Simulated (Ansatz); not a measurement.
Polymorphs of In, each relaxed with r²SCAN (plane waves, PAW; program Ansatz):

A: body-centred tetragonal (I4/mmm)
a = 3.221 Å, b = 3.221 Å, c = 5.052 Å, α = 90.00°, β = 90.00°, γ = 90.00°

| atom | site | symmetry | x | y | z |
|---|---|---|---|---|---|
| In | 2a | 4/mmm | 0.0000 | 0.0000 | 0.0000 |

B: simple cubic (Pm-3m)
a = 3.0397 Å, b = 3.0397 Å, c = 3.0397 Å, α = 90.00°, β = 90.00°, γ = 90.00°

```json
[
 {"atom": "In", "site": "1a", "symmetry": "m-3m", "x": "0.0000", "y": "0.0000", "z": "0.0000"}
]
```

Q: Order them by energy per atom at 0 K (lowest first) at the level r²SCAN.

A: A (+0 meV/atom), B (+55 meV/atom)

Constructed cells (a structure type filled with these elements, in neither database checked): B. Not the usual ambient phase: B. Unstable at this level: B. All cells were relaxed under the symmetry of their starts (and spin orders); stability against distortions was not tested throughout. Scalar-relativistic: spin–orbit coupling is off unless named, which matters more the heavier the elements.

Energies hold the estimated change up to a 700 eV cutoff; steps of a few meV lie near the error of the meshes.

Potentials: the later of the program's two PAW sets.
